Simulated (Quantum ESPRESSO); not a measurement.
# Band energies of BN

```
BN
1.0
    0.00000     3.49532     2.16609
    1.25163     0.00000     2.16609
    1.25163     3.49532     0.00000
B N
1 1
Direct
  0.00005   0.00005   0.99995
  0.66665   0.66665   0.33335
```

PBEsol (Quantum ESPRESSO, PseudoDojo norm-conserving, 84 Ry, scalar-relativistic); path ΓYTZΓXA1Y,TX1,XAZ,LΓ; energies in eV from the valence-band maximum.

| k (1/Å) | point | band 1 | band 2 | band 3 | band 4 | band 5 | band 6 | band 7 |
|---|---|---|---|---|---|---|---|---|
| 0.00 | Γ | -17.89 | -4.58 | -1.46 | -1.46 | 4.63 | 11.51 | 11.57 |
| 0.52 |  | -17.27 | -3.81 | -3.72 | -2.46 | 5.65 | 11.07 | 11.25 |
| 1.14 |  | -15.30 | -8.20 | -4.05 | -1.34 | 6.74 | 8.55 | 11.22 |
| 1.45 | Y | -14.70 | -9.17 | -4.28 | -0.59 | 5.68 | 9.32 | 11.96 |
| 1.68 |  | -14.69 | -9.14 | -4.29 | -0.74 | 5.28 | 9.48 | 12.51 |
| 2.35 | T | -14.60 | -8.98 | -4.32 | -1.54 | 3.70 | 9.85 | 14.24 |
| 2.87 |  | -15.86 | -6.72 | -3.68 | -3.62 | 6.60 | 10.17 | 13.75 |
| 3.49 |  | -17.46 | -5.94 | -2.34 | -1.90 | 9.27 | 11.16 | 12.43 |
| 3.80 | Z | -17.68 | -6.25 | -1.48 | -1.46 | 9.35 | 11.46 | 11.53 |
| 4.02 |  | -17.71 | -6.05 | -1.48 | -1.46 | 8.45 | 11.48 | 11.53 |
| 4.70 | Γ | -17.89 | -4.58 | -1.46 | -1.46 | 4.63 | 11.51 | 11.57 |
| 5.21 |  | -17.29 | -3.83 | -3.51 | -2.58 | 5.64 | 10.84 | 11.62 |
| 5.82 |  | -15.30 | -7.24 | -5.40 | -1.41 | 6.23 | 9.00 | 13.75 |
| 6.33 |  | -14.06 | -8.14 | -7.23 | -0.27 | 4.24 | 11.88 | 12.87 |
| 6.53 | X | -14.10 | -8.25 | -6.94 | -0.59 | 4.09 | 12.11 | 13.42 |
| 6.93 |  | -14.38 | -8.44 | -6.09 | -1.01 | 4.78 | 12.60 | 12.79 |
| 7.42 |  | -14.76 | -8.88 | -4.25 | -1.61 | 5.07 | 9.80 | 13.67 |
| 8.01 |  | -14.35 | -8.38 | -6.35 | -0.90 | 5.05 | 12.43 | 13.87 |
| 8.21 | A1 | -14.16 | -8.19 | -7.07 | -0.48 | 4.89 | 12.85 | 13.47 |
| 8.51 |  | -14.15 | -8.33 | -7.01 | 0.00 | 4.97 | 12.19 | 13.51 |
| 9.11 |  | -14.69 | -9.15 | -4.37 | -0.57 | 5.67 | 9.43 | 11.98 |
| 9.21 | Y | -14.70 | -9.17 | -4.28 | -0.59 | 5.68 | 9.32 | 11.96 |
| 9.21 | T | -14.60 | -8.98 | -4.32 | -1.54 | 3.70 | 9.85 | 14.24 |
| 9.54 |  | -14.43 | -8.78 | -5.26 | -1.27 | 3.84 | 11.25 | 13.48 |
| 9.88 | X1 | -14.10 | -8.25 | -6.94 | -0.59 | 4.09 | 12.11 | 13.42 |
| 9.88 | X | -14.10 | -8.25 | -6.94 | -0.59 | 4.09 | 12.11 | 13.42 |
| 10.09 |  | -14.06 | -8.16 | -7.18 | -0.39 | 4.21 | 11.72 | 13.73 |
| 10.62 |  | -14.09 | -8.17 | -7.24 | -0.24 | 4.71 | 12.17 | 13.85 |
| 10.84 | A | -14.16 | -8.19 | -7.07 | -0.48 | 4.89 | 12.85 | 13.47 |
| 11.24 |  | -15.23 | -7.20 | -5.43 | -2.60 | 6.52 | 12.86 | 13.84 |
| 11.74 |  | -16.87 | -5.09 | -4.15 | -3.00 | 8.87 | 11.57 | 12.68 |
| 12.35 | Z | -17.68 | -6.25 | -1.48 | -1.46 | 9.35 | 11.46 | 11.53 |
| 12.35 | L | -14.66 | -9.08 | -4.29 | -1.09 | 4.50 | 9.76 | 13.08 |
| 12.73 |  | -15.43 | -7.82 | -3.97 | -2.00 | 5.96 | 9.32 | 11.54 |
| 13.30 |  | -17.19 | -3.96 | -3.81 | -2.54 | 6.04 | 10.67 | 11.24 |
| 13.87 | Γ | -17.89 | -4.58 | -1.46 | -1.46 | 4.63 | 11.51 | 11.57 |

The PBEsol gap is indirect, 3.70 eV, from 30 % of the way from A1 to Y to T; the smallest direct gap is 4.51 eV.

Geometry of the Materials Project entry, not relaxed at this level.

This is not the ordinary phase of the substance; no match was found in the copy of COD used, and its stability was not checked.

Letters of k points follow the standard setting of the lattice, whose axes may be ordered differently from the printed cell.

The distance between layers or molecules is the database entry's, not relaxed here. Functionals without dispersion can leave it too large, which widens gaps and weakens the response across layers: the numbers belong to this cell.
